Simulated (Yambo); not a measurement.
# ZnO: sweep of GW parameters

G0W0@PBEsol for ZnO (space group P4_2/mnm, No. 136) in Yambo. Reference settings: 2×2×4 Γ-centred k mesh, bands 17 to 217 and a 8 Ry block in the screening, 217 bands in G with the Bruneval-Gonze terminator, plasmon pole fitted at 27.2 eV. The PBEsol gap Γ → Γ on this mesh is 0.78 eV; G0W0 gaps are taken between the same points.

| change from the reference | G0W0 gap Γ → Γ (eV) | shift of the valence edge (eV) | rough Yambo cost |
|---|---|---|---|
| reference settings | 1.97 | -0.80 | 1 |
| 101 bands in W, 101 bands in G | 2.25 | -0.78 | within a factor of two |
| 101 bands in G | 2.02 | -0.82 | – |
| 151 bands in G | 1.99 | -0.81 | – |
| 151 bands in W, 151 bands in G | 2.05 | -0.78 | within a factor of two |
| 118 bands in W | 2.13 | -0.76 | within a factor of two |
| 1 Ry block | 3.36 | -1.90 | within a factor of two |
| 3 Ry block | 1.97 | -0.96 | within a factor of two |
| 7 Ry block | 1.94 | -0.80 | within a factor of two |
| pole fitted at 15 eV | 1.98 | -0.74 | – |
| no random integration | 1.91 | -0.60 | – |
| 101 bands in G, no terminator | 1.73 | -0.22 | – |
| 151 bands in G, no terminator | 1.77 | -0.43 | – |
| no terminator | 1.82 | -0.56 | – |

The reference isn't shown to be the converged limit. Costs are rough (shared machines), scaled to the same edge states, and given only for runs that recompute the screening.

Geometry of the Materials Project entry, not relaxed at this level; primitive cell a = 5.518 Å, b = 5.518 Å, c = 3.259 Å, α = 90.00°, β = 90.00°, γ = 90.00°.

This is not the ordinary phase of the substance; no match was found in the copy of COD used, and its stability was not checked.

A shift is the quasiparticle energy of the state minus its PBEsol energy.
